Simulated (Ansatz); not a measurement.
Input:

Relaxed TiN (rock salt):

```
TiN
1.0
    0.00000     2.10193     2.10193
    2.10193     0.00000     2.10193
    2.10193     2.10193     0.00000
N Ti
1 1
Direct
  0.00000   0.00000   0.00000
  0.50000   0.50000   0.50000
```

In each cell atom 1 (N, nearest neighbour Ti at 2.102 Å; its periodic images, 3.0 Å or more away, move with it) moves by s·(0.000, 0.000, 1.000) (along Cartesian z), the rest being held.

Calculation: PBEsol (plane waves to 420 eV, PAW, scalar-relativistic; Ansatz, a first-principles code). k mesh 15×15×15 (Γ-centred), Fermi-Dirac smearing 0.05 eV. E stands for the smeared free energy. With partly filled bands, energies and forces of such displacements shift with the k mesh and the smearing. The PAW data are Ansatz's earlier set. TiN is run without spin polarisation. TiN was relaxed with its symmetry unable to fall. ΔE is measured from the undisplaced structure.

The scan covers s from -0.210 to 0.210 Å in 11 points.

Is this a single well or a double well?

A single well with its minimum at or next to zero displacement.

Is the energy the same for equal positive and negative displacements?

Even: the same for both signs. With its periodic images moving along, the atom's site symmetry in this cell is m-3m.

What is the force constant k = d²E/ds² of this move at s = 0?

11.5 eV/Å².

With two atoms in the cell this is the zone-centre optical mode. What wavenumber follows?

538 cm⁻¹.

(A displaced cell: forces are minus the slopes of the energy, force constants its curvatures, and phonons follow from these.)
